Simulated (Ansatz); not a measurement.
The end of the path is a generated cell of AlPd: the first start was made by placing the elements on the sites of a structure type, and the end was not matched to a known phase here, so it may be hypothetical.

A geometry of AlPd away from equilibrium: step 14 of the relaxation of a generated trial cell of AlPd in the AFLOW prototype AB_oP4_59_a_b (as in CuTe). The numbers are results of PBEsol (plane waves to 420 eV, PAW, scalar-relativistic; Ansatz, a program for electronic structure), not measurements. Γ-centred k-mesh 12×9×6 on the run's cell (coarser than for final values), Fermi–Dirac smearing 0.05 eV.

```xyz
4
Lattice="2.9495 0.0000 0.0000 0.0000 4.3868 0.0000 0.0000 0.0000 4.3781" Properties=species:S:1:pos:R:3:forces:R:3 pbc="T T T" free_energy=-14865.317 pressure_GPa=3.9
Al     0.0000     0.0000     0.4498    0.0000    0.0000    0.0070
Al     1.4748     2.1934     3.9283    0.0000    0.0000   -0.0070
Pd     0.0000     2.1934     1.6964    0.0000    0.0000   -0.0175
Pd     1.4748     0.0000     2.6817    0.0000    0.0000    0.0175
```

Positions in Å, forces in eV/Å, free energy of the cell in eV (comparable only within this code, potentials and settings). Largest force: 0.02 eV/Å, on Pd3, Pd4 (atoms numbered as listed); the geometry lies 0.03 eV/atom above the end of its relaxation.

No spin polarisation in the result.

The run could not lose the symmetry of its start: the end is stationary, and may be a saddle point rather than a minimum.
